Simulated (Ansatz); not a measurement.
Given:

AlAs (CsCl type, Pm-3m), a = b = c = 3.2879 Å, α = β = γ = 90.00°.

This is the PBE-relaxed structure.

All from plane-wave PAW PBE (Ansatz code), unless another level is named. Give the electronic character.

metallic (no gap).

Give the formation energy from the elements (no fitted shifts).

142 meV/atom.

Predict the density of states at the Fermi level.

0.51 states/eV per atom (mean over ±0.08 eV).

The cell is a constructed one: a structure type filled with these elements; neither database checked (COD, Materials Project) lists it. It is not the phase usual at ambient conditions (space group No. 216). The PBE relaxation kept the symmetry of its start; whether a distortion lowers the energy is not shown. The references are the lowest solids computed at this level, not always the standard phases. Spin–orbit coupling is left out wherever it is not named.

Potentials: the later of the program's two PAW sets.
